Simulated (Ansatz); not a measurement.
LiBr (rock salt)

```cif
data_Br4Li4
_chemical_formula_sum 'Br4 Li4'
_space_group_name_H-M_alt 'Fm-3m'
_space_group_IT_number 225
_space_group_name_Hall '-F 4 2 3'
_cell_length_a 5.41133
_cell_length_b 5.41133
_cell_length_c 5.41133
_cell_angle_alpha 90.000
_cell_angle_beta 90.000
_cell_angle_gamma 90.000
loop_
_atom_site_label
_atom_site_type_symbol
_atom_site_symmetry_multiplicity
_atom_site_Wyckoff_symbol
_atom_site_fract_x
_atom_site_fract_y
_atom_site_fract_z
_atom_site_occupancy
Br1 Br 4 a 0.00000 0.00000 0.00000 1
Li1 Li 4 b 0.50000 0.50000 0.50000 1
```
(The calculation used a cell of 2 atoms; values per cell refer to that cell.)

Two coordinates are scanned: the volume, and the ratio of the stretch along z (the conventional c axis) to the stretch across it. Atoms keep their fractional coordinates.

These are PBEsol (plane waves to 420 eV, PAW, scalar-relativistic; Ansatz, an electronic-structure program) values and carry that method's errors. k mesh 11×11×11 (Γ-centred), Fermi-Dirac smearing 0.05 eV. E stands for the smeared free energy. LiBr was relaxed with its symmetry unable to fall. ΔE is measured from the relaxed starting cell.

```
ΔE (eV/atom)          V/V₀ = 0.960  V/V₀ = 0.980  V/V₀ = 1.000  V/V₀ = 1.020  V/V₀ = 1.040
--------------------  ------------  ------------  ------------  ------------  ------------
(c/a)/(c/a)₀ = 0.920        0.0164           ___           ___        0.0108        0.0118
(c/a)/(c/a)₀ = 0.960        0.0061           ___        0.0025        0.0030        0.0047
(c/a)/(c/a)₀ = 1.000        0.0030        0.0007        0.0000        0.0007           ___
(c/a)/(c/a)₀ = 1.040        0.0057        0.0031        0.0022           ___        0.0044
(c/a)/(c/a)₀ = 1.080           ___        0.0097        0.0081        0.0080        0.0092
```

### Question
Fill in the missing entries.

### Answer

- (c/a)/(c/a)₀ = 0.920, V/V₀ = 0.980: 0.0129
- (c/a)/(c/a)₀ = 0.920, V/V₀ = 1.000: 0.0111
- (c/a)/(c/a)₀ = 0.960, V/V₀ = 0.980: 0.0035
- (c/a)/(c/a)₀ = 1.000, V/V₀ = 1.040: 0.0027
- (c/a)/(c/a)₀ = 1.040, V/V₀ = 1.020: 0.0027
- (c/a)/(c/a)₀ = 1.080, V/V₀ = 0.960: 0.0130

(A scan under strain: stresses follow from slopes of the energy per volume, elastic moduli from its curvatures.)
